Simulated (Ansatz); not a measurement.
TaGeO₃:
```
CELL_PARAMETERS angstrom
      4.07626     0.00000     0.00000
      0.00000     4.07626     0.00000
      0.00000     0.00000     3.93524
ATOMIC_POSITIONS crystal
  Ta 0.50000 0.50000 0.52217
  Ge 0.00000 0.00000 0.20381
  O  0.00000 0.50000 0.47874
  O  0.50000 0.00000 0.47874
  O  0.50000 0.50000 0.00674
```

Relaxed with r²SCAN. Special points in fractions of this cell's reciprocal vectors: Γ (0.000, 0.000, 0.000); X (0.000, 0.500, 0.000); M (0.500, 0.500, 0.000); Z (0.000, 0.000, 0.500); R (0.000, 0.500, 0.500); A (0.500, 0.500, 0.500).

Task: List the band energies nearest the Fermi level at these points for the program Ansatz at the r²SCAN level (PAW).

Result: In eV from the Fermi level; about four levels below and three above (degenerate sets whole), none deeper than 8.9 eV; points with the same levels are listed once.

```tsv
k	below	above
Γ	-4.59 -1.08 -0.39 -0.39	0.86 3.36 3.60 3.60
X	-4.84 -4.82 -3.60 -0.24	0.55 1.21 1.43
M	-5.67 -5.67 -5.17 -5.02 -4.57	1.49 1.49 1.59 1.59
Z	-5.46 -5.46 -4.32 -1.25 -0.96	2.11 2.11 3.29 3.29
R	-6.60 -5.64 -4.44 -4.03	0.87 1.22 1.99
A	-6.07 -5.01 -4.12 -4.12	1.74 2.25 2.25
```

Space group P4mm. The start of the workflow was typed in or built on a structure type; neither database checked (COD, Materials Project) lists it. Its standing as an ambient phase is unchecked. Symmetry was held in the r²SCAN relaxation; its stability against distortions is not shown here. The run is not spin-polarised. With an odd number of electrons in the cell and no spin polarisation, the count alone makes it a metal. Spin–orbit coupling is left out wherever it is not named.

Potentials: the later of the program's two PAW sets.
